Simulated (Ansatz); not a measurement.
## SrSi₂Pd₂, first-principles data

SrSi2Pd2:
```xyz
5
Lattice="-2.1530 2.1530 4.9905 2.1530 -2.1530 4.9905 2.1530 2.1530 -4.9905" Properties=species:S:1:pos:R:3 pbc="T T T"
Si     0.0000     0.0000     3.7255
Si     0.0000     0.0000     6.2555
Sr     0.0000     0.0000     0.0000
Pd     0.0000     2.1530     2.4952
Pd     2.1530     0.0000     2.4952
```

Space group I4/mmm (No. 139); conventional cell a = 4.3060 Å, b = 4.3060 Å, c = 9.9810 Å, α = 90.00°, β = 90.00°, γ = 90.00°.

Method: r²SCAN in the plane-wave PAW code Ansatz. The cell and atoms are relaxed at this level. Other levels are named where they apply.

### Cell and energy

| Item | Value |
|---|---|
| Volume per atom | 18.51 Å³ |
| Density | 6.40 g/cm³ |
| Formation energy from the elements (no fitted shifts) | -0.77 eV/atom |

### Electronic structure

| Property | Result |
|---|---|
| Electronic character | metallic (no gap) |
| Density of states at the Fermi level | 0.54 states/eV per atom (mean over ±0.08 eV) |

### Mechanics

| Item | Result |
|---|---|
| Bulk modulus (Birch–Murnaghan fit) | 99.0 GPa |
| Pressure derivative B′ | 5.8 |

### Charges

| Quantity | Value |
|---|---|
| Bader charges | Si +0.06, Sr +1.39, Pd -0.76 e |

The workflow started from an entry of the Crystallography Open Database (COD). Whether it is the stable phase at ambient conditions was not checked. The r²SCAN relaxation kept the symmetry of its start; its stability against distortions is not shown here. The run is not spin-polarised. The references are the lowest solids computed at this level, not always the standard phases. Scalar-relativistic: spin–orbit coupling is off unless named, which matters more the heavier the elements.

Potentials: the later of the program's two PAW sets.
